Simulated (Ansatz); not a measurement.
Mg: do energies and stresses tell the same story?

The calculation used DFT PBEsol, scalar-relativistic, plane waves, PAW in Ansatz.

Settings: cutoff 420 eV, Γ-centred mesh 18×18×8 on the computed 2-atom cell, Gaussian smearing of 0.10 eV; no spin polarisation.

Relaxed cell: P6_3/mmc, a = 3.187 Å, b = 3.187 Å, c = 5.114 Å, α = 90.00°, β = 90.00°, γ = 120.00°, 2 atoms in the primitive cell.

Energies at zero smearing and pressures from the stress tensor, at volumes with shape and atoms relaxed:
```json
{"V (Å³/atom)": "19.794", "E − E(first) (meV/atom)": "0.00", "P (GPa)": "6.17"}
{"V (Å³/atom)": "20.468", "E − E(first) (meV/atom)": "-21.79", "P (GPa)": "4.27"}
{"V (Å³/atom)": "21.143", "E − E(first) (meV/atom)": "-36.14", "P (GPa)": "2.63"}
{"V (Å³/atom)": "21.818", "E − E(first) (meV/atom)": "-44.10", "P (GPa)": "1.22"}
{"V (Å³/atom)": "22.493", "E − E(first) (meV/atom)": "-46.58", "P (GPa)": "0.01"}
{"V (Å³/atom)": "23.168", "E − E(first) (meV/atom)": "-44.32", "P (GPa)": "-1.03"}
{"V (Å³/atom)": "23.842", "E − E(first) (meV/atom)": "-38.01", "P (GPa)": "-1.92"}
{"V (Å³/atom)": "24.742", "E − E(first) (meV/atom)": "-24.24", "P (GPa)": "-2.93"}
```

Task: Check P = −dE/dV between neighbouring volumes, and get the bulk modulus from the pressures alone.

Result: With 1 eV/Å³ = 160.2 GPa:
```
middle V (Å³/atom)  −ΔE/ΔV (GPa) mean P (GPa)
            20.131         5.173         5.217
            20.806         3.408         3.448
            21.481         1.891         1.927
            22.155         0.587         0.618
            22.830        -0.535        -0.507
            23.505        -1.500        -1.476
            24.292        -2.451        -2.425
```

The two differ by 0.04 GPa at most. The mean of two end pressures misses the average over a step by about ΔV² P″/12, up to 0.02 GPa here; with that taken off 0.02 GPa remains. Around V = 22.493 Å³/atom, the two neighbours give B = −V ΔP/ΔV = 22.493 × 2.25 / 1.350 = 37.5 GPa, against B0 = 37.3 GPa from the Birch–Murnaghan fit of the energies.